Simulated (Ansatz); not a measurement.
**BaGa2H2: stationary points along a deformation path**

Method: DFT PBEsol, scalar-relativistic, plane waves, PAW (Ansatz). Cutoff 420 eV, Γ-centred 12×12×12 k-points, Gaussian smearing of 0.15 eV. No spin polarisation. Energies are free energies at this smearing, counted from the undisturbed cell; pressure is positive in compression.

Reference structure (as given, not relaxed at this level; it stands at -1.8 GPa, and it needn't be the usual structure):

```yaml
crystal:
  lattice:
    - [4.52860, 0.00000, 0.00000]
    - [-2.26430, 3.92188, 0.00000]
    - [0.00000, 0.00000, 4.89910]
  atoms:
    - { symbol: Ba, position: [0.00000, 0.00000, 0.00000] }
    - { symbol: Ga, position: [0.33333, 0.66667, 0.46800] }
    - { symbol: Ga, position: [0.66667, 0.33333, 0.53200] }
    - { symbol: H, position: [0.33333, 0.66667, 0.12320] }
    - { symbol: H, position: [0.66667, 0.33333, 0.87680] }
```

At fixed volume and fractional coordinates, lengths along (0.000, 0.000, 1.000) are scaled against those across it; ρ is that ratio over its starting value. V = 17.402 Å³/atom. Δσ is the stress along the axis less the mean stress across it (compression positive).

| ρ | ΔE (meV/atom) | Δσ (GPa) | space group |
| --- | --- | --- | --- |
| 0.800 | 217.5 | 27.92 | P-3m1 |
| 0.850 | 113.2 | 19.70 | P-3m1 |
| 0.920 | 29.4 | 9.70 | P-3m1 |
| 0.960 | 7.3 | 4.72 | P-3m1 |
| 1.000 | 0.0 | 0.24 | P-3m1 |
| 1.050 | 8.1 | -4.73 | P-3m1 |
| 1.100 | 31.3 | -8.95 | P-3m1 |
| 1.200 | 107.8 | -15.00 | P-3m1 |
| 1.300 | 207.5 | -19.07 | P-3m1 |

Task: How does the stress give the slope of the energy, and where is the energy stationary?

Result: Along the path d ln(length) is 2/3 d ln ρ on the axis and −1/3 d ln ρ across it, so dE/d ln ρ = −(2/3) V Δσ: the energy falls with ρ where Δσ is positive. Δσ vanishes or changes sign between ρ = 1.000 and 1.050, a minimum (near 1.00 by linear interpolation). Pairs of stationary points between two samples would go unseen, and could change a minimum read from distant neighbours into a maximum.

Task: Integrate that slope from ρ = 1 to 0.850 by the trapezoid rule.

Result: With V/N in Å³ and 1 eV/Å³ = 160.2 GPa the slopes at ρ = 1.000, 0.960, 0.920, 0.850 are -17, -342, -703, -1426 meV/atom per unit of ln ρ. The steps add 7.3 + 22.2 + 84.2 = 113.8 meV/atom, against 113.2 from the energies; the trapezoid rule misses the curvature of the slope within each step.

Forces appear on the atoms along this scan, and letting them relax would lower the energy and soften the response. In a metal these slopes depend on the k mesh and the smearing.

Cost: 9 runs of about 4.2 core-minutes in all, on Arm Neoverse V1 (shared hosts).